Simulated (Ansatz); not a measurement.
GaN:
```
CELL_PARAMETERS angstrom
      3.15410     0.00000     0.00000
     -1.57705     2.73153     0.00000
      0.00000     0.00000     7.59892
ATOMIC_POSITIONS crystal
  Ga 0.66667 0.33333 0.25000
  Ga 0.33333 0.66667 0.75000
  N  0.00000 0.00000 0.75000
  N  0.00000 0.00000 0.25000
```

Relaxed with LDA. Special points in fractions of this cell's reciprocal vectors: Γ (0.000, 0.000, 0.000); M (0.500, 0.000, 0.000); K (0.333, 0.333, 0.000); A (0.000, 0.000, 0.500); L (0.500, 0.000, 0.500); H (0.333, 0.333, 0.500).

Task: List the band energies nearest the valence-band maximum at these points for the program Ansatz at the LDA level (PAW).

Result: In eV from the valence-band maximum; about four levels below and three above (degenerate sets whole), none deeper than 8.9 eV; points with the same levels are listed once.

```tsv
k	below	above
Γ	-0.63 -0.63 -0.59 -0.59	1.22 3.54 5.55
M	-2.59 -2.50 -1.21 -0.31	3.03 4.50 5.66
K	-4.89 -4.89 -0.77 0.00	4.26 4.26 6.99 6.99
A	-0.61 -0.61 -0.61 -0.61	2.40 2.40 6.66 6.66
L	-2.55 -2.55 -0.79 -0.79	4.10 4.10 5.06 5.06
H	-4.91 -4.91 -0.40 -0.40	4.49 4.49 6.66 6.66
```

Space group P6_3/mmc. The workflow started from a Materials Project entry (that database holds measured and hypothetical structures alike); the Crystallography Open Database copy checked does not list it. It is not the phase usual at ambient conditions (space group No. 186, 216). Symmetry was held in the LDA relaxation; phonons show weakly imaginary modes. A crystal of weakly bound layers computed without a dispersion correction: the cell and the soft elastic constants depend strongly on that. Scalar-relativistic: spin–orbit coupling is off unless named, which matters more the heavier the elements.

Potentials: the earlier of the program's two PAW sets. The files were generated under PBE; for other functionals the program regenerates the frozen cores, and for LDA and PBEsol the local potential too.
